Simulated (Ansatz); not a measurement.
Ca (fcc (Cu type)), relaxed and computed with several functionals in Ansatz (plane waves, PAW). Much of their spread follows the volume that each gives.

| functional | V (Å³/atom) | K_Hill (GPa) |
|---|---|---|
| LDA | 37.99 | 19.6 |
| r²SCAN | 43.12 | 18.0 |
| PBE | 42.18 | 17.5 |
| PBE+D3(BJ) | 40.13 | ? |

### Question
Fit a straight line to ln K against ln V and predict the withheld value.

### Answer
Least squares on the 3 shown rows: ln K = -0.80 × ln V + (5.881), with a scatter of 1.9 %. For PBE+D3(BJ) this gives 18.7. The run itself gave 18.5, a miss of 1.1 % of that.

All cells were relaxed under the symmetry of their starts (and spin orders); stability against distortions was not tested throughout.

Potentials: the later of the program's two PAW sets.

Ansatz (a first-principles code) is a plane-wave DFT program.
